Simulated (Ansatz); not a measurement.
Method: DFT r2SCAN, scalar-relativistic, plane waves, PAW in Ansatz 0.2.0.

Structure of InF₃:

```yaml
crystal:
  lattice:
    - [2.64318, 1.52604, 4.87180]
    - [-2.64318, 1.52604, 4.87180]
    - [0.00000, -3.05208, 4.87180]
  atoms:
    - { symbol: In, position: [0.00000, 0.00000, 0.00000] }
    - { symbol: In, position: [0.50000, 0.50000, 0.50000] }
    - { symbol: F, position: [0.88418, 0.61582, 0.25000] }
    - { symbol: F, position: [0.25000, 0.88418, 0.61582] }
    - { symbol: F, position: [0.61582, 0.25000, 0.88418] }
    - { symbol: F, position: [0.11582, 0.38418, 0.75000] }
    - { symbol: F, position: [0.75000, 0.11582, 0.38418] }
    - { symbol: F, position: [0.38418, 0.75000, 0.11582] }
```

Plane waves to 500 eV, a k mesh through Γ of 6×6×6 on the computed 8-atom cell and Gaussian smearing (0.02 eV); no spin polarisation.

Levels along Γ–T–H2 | H0–L–Γ–S0 | S2–F–Γ, in eV from a zero inside the gap, sorted by energy at each point. Points in fractions of the primitive reciprocal vectors: Γ (0.000 0.000 0.000), T (0.500 0.500 0.500), H2 (0.768 0.232 0.500), H0 (0.500 -0.232 0.232), L (0.500 0.000 0.000), S0 (0.366 -0.366 0.000), S2 (0.634 0.000 0.366), F (0.500 0.000 0.500).
```csv
point,"k (1/Å, with 2π)",band 31,band 32,band 33,band 34,band 35,band 36
Γ,0.000,-2.68,-2.68,-2.62,-2.62,2.56,8.32
-,0.092,-2.69,-2.69,-2.62,-2.62,2.63,8.13
-,0.184,-2.71,-2.71,-2.64,-2.64,2.83,7.72
-,0.276,-2.77,-2.77,-2.65,-2.65,3.15,7.24
-,0.368,-2.81,-2.81,-2.67,-2.67,3.54,6.72
-,0.461,-2.79,-2.79,-2.69,-2.69,4.01,6.17
-,0.553,-2.77,-2.77,-2.72,-2.72,4.52,5.61
T,0.645,-2.74,-2.74,-2.74,-2.74,5.06,5.06
-,0.736,-2.75,-2.75,-2.74,-2.74,5.09,5.09
-,0.827,-2.78,-2.78,-2.75,-2.75,5.19,5.19
-,0.918,-2.80,-2.80,-2.75,-2.75,5.33,5.33
-,1.009,-2.81,-2.81,-2.75,-2.75,5.49,5.49
-,1.100,-2.80,-2.80,-2.72,-2.72,5.64,5.64
-,1.191,-2.79,-2.79,-2.69,-2.69,5.74,5.74
H2,1.282,-2.80,-2.80,-2.67,-2.67,5.75,5.75
H0,1.282,-2.80,-2.80,-2.67,-2.67,5.75,5.75
-,1.361,-2.80,-2.80,-2.67,-2.67,5.70,5.70
-,1.439,-2.81,-2.81,-2.67,-2.67,5.61,5.61
-,1.518,-2.83,-2.83,-2.69,-2.69,5.50,5.50
-,1.597,-2.85,-2.85,-2.71,-2.71,5.39,5.39
-,1.676,-2.85,-2.85,-2.72,-2.72,5.31,5.31
-,1.755,-2.85,-2.85,-2.73,-2.73,5.25,5.25
L,1.833,-2.85,-2.85,-2.73,-2.73,5.23,5.23
-,1.936,-2.86,-2.84,-2.73,-2.71,4.67,5.80
-,2.039,-2.87,-2.86,-2.73,-2.69,4.14,6.37
-,2.142,-2.85,-2.83,-2.72,-2.67,3.64,6.91
-,2.244,-2.77,-2.76,-2.71,-2.65,3.21,7.42
-,2.347,-2.71,-2.71,-2.68,-2.64,2.87,7.86
-,2.450,-2.69,-2.68,-2.64,-2.62,2.64,8.19
Γ,2.553,-2.68,-2.68,-2.62,-2.62,2.56,8.32
-,2.677,-2.69,-2.68,-2.65,-2.62,2.68,8.15
-,2.801,-2.77,-2.70,-2.69,-2.63,2.99,7.74
-,2.925,-2.86,-2.73,-2.71,-2.64,3.46,7.23
-,3.050,-2.83,-2.75,-2.73,-2.65,4.04,6.70
-,3.174,-2.80,-2.77,-2.74,-2.65,4.67,6.22
-,3.298,-2.80,-2.77,-2.75,-2.64,5.31,5.81
S0,3.423,-2.80,-2.78,-2.75,-2.63,5.48,5.92
S2,3.423,-2.80,-2.78,-2.75,-2.63,5.48,5.92
-,3.468,-2.79,-2.78,-2.73,-2.62,5.39,6.13
-,3.514,-2.79,-2.79,-2.70,-2.61,5.31,6.32
-,3.559,-2.80,-2.79,-2.68,-2.60,5.25,6.50
-,3.605,-2.81,-2.79,-2.66,-2.58,5.20,6.64
-,3.650,-2.82,-2.80,-2.65,-2.58,5.16,6.75
-,3.696,-2.83,-2.80,-2.64,-2.57,5.14,6.83
F,3.741,-2.84,-2.80,-2.64,-2.56,5.13,6.85
-,3.857,-2.83,-2.80,-2.66,-2.58,4.94,6.89
-,3.972,-2.84,-2.79,-2.70,-2.60,4.47,7.01
-,4.088,-2.85,-2.76,-2.71,-2.61,3.92,7.21
-,4.204,-2.83,-2.72,-2.70,-2.62,3.39,7.48
-,4.319,-2.77,-2.69,-2.68,-2.62,2.95,7.81
-,4.435,-2.70,-2.68,-2.64,-2.62,2.67,8.14
Γ,4.551,-2.68,-2.68,-2.62,-2.62,2.56,8.32
```

Cost: 1 run of about 1.6 core-minutes, on Intel Xeon Platinum 8559C (Emerald Rapids) (shared hosts).